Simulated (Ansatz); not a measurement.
**HfSnO4: rattling a relaxed structure**

It was reached by relaxing an invented guess, and it needn't be the stable form of this composition.

Theory: DFT PBE, scalar-relativistic, plane waves, PAW in Ansatz 0.2.0. Settings: cutoff 420 eV, Γ-centred mesh 6×6×8 on the computed 6-atom cell, Gaussian smearing of 0.02 eV; no spin polarisation.

The cell below (6 atoms, space group Cmmm (No. 65)) is relaxed within its symmetry.

```
Hf Sn O
1.0
     3.42894   -3.45523    0.00000
     3.42894    3.45523    0.00000
     0.00000    0.00000    3.22767
Hf Sn O
1 1 4
Direct
  0.00000 0.00000 0.00000
  0.50000 0.50000 0.50000
  0.19437 0.19437 0.50000
  0.69435 0.30565 0.00000
  0.30565 0.69435 0.00000
  0.80563 0.80563 0.50000
```

For the test a repeat of it with 12 atoms (edges 3.23, 4.87, 9.74 Å) was strained at random (σ = 1.5 % a component), the atoms were moved at random (σ = 0.05 Å), and all was relaxed again on a coarse 4×4×2 mesh (in the run’s order of axes) with 0.10 eV smearing, with no symmetry imposed.

Spin–orbit coupling, which can matter for Hf, is left out.

Q: Is the structure stable against such a distortion?

A: It returns, within 1 meV/atom of the unmoved cell on that mesh and with the same symmetry when read at 0.1 Å. No instability shows in this cell; modes of other wave vectors, which need another repeat, aren't tested.
